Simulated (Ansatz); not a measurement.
NbSiB in space group Cmcm (No. 63; Si on 4c, B on 4c, Nb on 4c) at seven volumes, r²SCAN in the plane-wave PAW code Ansatz, shape and atoms relaxed at each. One row is withheld.

```tsv
V (Å³/atom)	P (GPa)
10.668	26.49
11.020	16.22
11.371	7.46
11.723	0.00
12.075	-6.35
12.426	-11.73
12.778	?
```

**Question.** Fit the shown pressures and predict the withheld one.

**Answer.** Third-order Birch–Murnaghan: P = (3/2)B₀(x^(7/2) − x^(5/2))[1 + (3/4)(B′ − 4)(x − 1)] with x = (V₀/V)^(2/3). Least squares on the six rows gives V₀ = 11.723 Å³/atom, B₀ = 228.8 GPa, B′ = 4.34. At V = 12.778, x = 0.9442 and P = -16.36 GPa. The run itself gave -16.27 GPa.

The start of the workflow was typed in or built on a structure type; neither database checked (COD, Materials Project) lists it. Whether it is the stable phase at ambient conditions was not checked. Symmetry was held in the r²SCAN relaxation; its stability against distortions is not shown here. No spin polarisation was allowed.

Potentials: the later of the program's two PAW sets.
